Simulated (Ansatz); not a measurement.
# Computed properties of C

C:
```cif
data_C8
_chemical_formula_sum 'C8'
_space_group_name_H-M_alt 'P63/mmc'
_space_group_IT_number 194
_space_group_name_Hall '-P 6c 2c'
_cell_length_a 2.51804
_cell_length_b 2.51804
_cell_length_c 8.30471
_cell_angle_alpha 90.000
_cell_angle_beta 90.000
_cell_angle_gamma 120.000
loop_
_atom_site_label
_atom_site_type_symbol
_atom_site_symmetry_multiplicity
_atom_site_Wyckoff_symbol
_atom_site_fract_x
_atom_site_fract_y
_atom_site_fract_z
_atom_site_occupancy
C1 C 4 e 0.00000 0.00000 0.09297 1
C2 C 4 f 0.33333 0.66667 0.15553 1
```

Space group P6_3/mmc (No. 194); conventional cell a = 2.5180 Å, b = 2.5180 Å, c = 8.3047 Å, α = 90.00°, β = 90.00°, γ = 120.00°.

Method: PBE in the plane-wave PAW code Ansatz. Structure relaxed to zero pressure with the same functional. Other levels are named where they apply.

Cell and energy:

| Property | Value |
|---|---|
| Volume per atom | 5.70 Å³ |
| Density | 3.50 g/cm³ |

Electronic structure:

| Quantity | Value |
|---|---|
| Band gap | 4.54 eV (indirect) |
| Valence-band maximum | on the Γ–A line, 2 % of the way from Γ |
| Conduction-band minimum | on the Γ–M line, 82 % of the way from Γ (6 equivalent valleys) |
| Smallest direct gap on the standard path | 5.30 eV |
| Electron effective mass | 0.21, 1.7, 2.0 mₑ (principal values) |

Mechanics:

| Quantity | Value |
|---|---|
| Bulk modulus (Birch–Murnaghan fit) | 433 GPa |
| Pressure derivative B′ | 3.7 |

The first step of the workflow began from a Materials Project structure, measured or hypothetical. Its sites differ from those of the usual phase in this space group: another stacking or structure type. The PBE relaxation kept the symmetry of its start; its stability against distortions is not shown here.

Potentials: the earlier of the program's two PAW sets.
